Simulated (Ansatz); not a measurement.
TePb2S:
```cif
data_Pb2STe
_chemical_formula_sum 'Te1 Pb2 S1'
_space_group_name_H-M_alt 'P 1'
_space_group_IT_number 1
_cell_length_a 4.44734
_cell_length_b 4.44734
_cell_length_c 6.29037
_cell_angle_alpha 90.000
_cell_angle_beta 90.000
_cell_angle_gamma 90.000
loop_
_space_group_symop_operation_xyz
  'x, y, z'
loop_
_atom_site_label
_atom_site_type_symbol
_atom_site_fract_x
_atom_site_fract_y
_atom_site_fract_z
_atom_site_occupancy
Te1 Te 0.50000 0.50000 0.00000 1
Pb1 Pb 0.00000 0.00000 0.00000 1
Pb2 Pb 0.50000 0.50000 0.50000 1
S1 S 0.00000 0.00000 0.50000 1
```

Relaxed with r²SCAN. The program Ansatz at the r²SCAN level (PAW) gives a gap of 0.32 eV.

**Question.** What gap does HSE06 give on the same cell (Ansatz, PAW)?

**Answer.** 0.44 eV, 0.13 eV more. The hybrid was solved on a coarser mesh and at special points; its gap is the smallest among all of these.

| k | v1 r²SCAN | c1 r²SCAN | v1 HSE06 | c1 HSE06 |
|---|---|---|---|---|
| Γ | -1.83 | 3.77 | (withheld) | (withheld) |
| Z | -1.51 | 2.34 | (withheld) | (withheld) |
| M | -2.92 | 3.84 | (withheld) | (withheld) |
| A | -0.45 | 1.96 | (withheld) | (withheld) |
| R | 0.00 | 0.32 | 0.00 | 0.44 |
| X | -0.59 | 1.67 | -0.61 | 1.82 |

**Question.** Top valence (v1) and lowest conduction level (c1) in eV from each method's valence maximum (which need not be a listed point): supply the withheld HSE06 values.

**Answer.** 
- Z, v1 HSE06: -1.61
- Z, c1 HSE06: 2.56
- M, v1 HSE06: -3.25
- M, c1 HSE06: 3.99
- A, v1 HSE06: -0.49
- A, c1 HSE06: 2.20
- Γ, v1 HSE06: -2.01
- Γ, c1 HSE06: 3.90

Cost on shared cores: the r²SCAN run (SCF on a 6×6×5 mesh, then bands and DOS) roughly 2.1 core-minutes, the HSE06 run (SCF on 5×5×4, then a few points) roughly 8 core-minutes; the tasks are unlike.

Space group P4/mmm. The first step of the workflow began from a Materials Project structure, measured or hypothetical; the Crystallography Open Database copy checked does not list it. With Te and S taken as one species the cell has the higher symmetry Fm-3m, so it may be an ordered model of a mixed-site phase. Whether it is the stable phase at ambient conditions was not checked. The r²SCAN relaxation kept the symmetry of its start. At this level the phase is dynamically unstable (imaginary phonons). Spin–orbit coupling is left out wherever it is not named.

Potentials: the later of the program's two PAW sets.
